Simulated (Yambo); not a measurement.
A G0W0@PBEsol run in Yambo for BaO (NiAs type, space group P6_3/mmc, No. 194) under isotropic strain of -3 % on all lattice vectors (6×6×2 Γ-centred k mesh, 122 bands and a 7 Ry block in the screening, 122 bands in G with the Bruneval-Gonze terminator, plasmon pole fitted at 27.2 eV) gives these matrix elements, in eV, at the band edges (H → M):

```csv
state,E0,<Vxc>,<Σx>,<Σc(E0)>,Z
valence edge,0.000,-18.902,-23.748,4.099,0.781
conduction edge,2.318,-9.931,-5.433,-3.917,0.844
```

**Question.** Solve the linearised quasiparticle equation for both states, give the gap, and say how exchange and correlation each act on it.

**Answer.** E = E0 + Z(Σx + Σc − Vxc). Valence: 0.000 + 0.781 × (-23.748 + (4.099) − (-18.902)) = -0.58 eV. Conduction: 2.318 + 0.844 × (-5.433 + (-3.917) − (-9.931)) = 2.81 eV. The gap is 3.39 eV, against 2.32 eV in PBEsol. Replacing Vxc by bare exchange alone would open it by 9.34 eV; correlation takes back 8.02 eV of that, and Z scales what is left. Convergence of the G0W0 settings was not tested. 

Geometry strained from the cell relaxed with PBEsol, atoms relaxed again; primitive cell a = 3.6311 Å, b = 3.6311 Å, c = 6.3371 Å, α = 90.00°, β = 90.00°, γ = 120.00°.

This is not the ordinary phase of the substance; no match was found in the copy of COD used, and its stability was not checked.
